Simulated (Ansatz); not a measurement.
Problem. Ti (hcp (Mg type), P6_3/mmc) is relaxed with plane-wave PAW PBE (Ansatz code). What lattice parameters of the conventional cell result?

Solution. a = 2.939 Å, c = 4.648 Å.

The PBE relaxation kept the symmetry of its start. No spin polarisation was allowed. Axis ratios of metals converge slowly with the k-mesh, so a and c are less sure than the volume.

Potentials: the later of the program's two PAW sets.
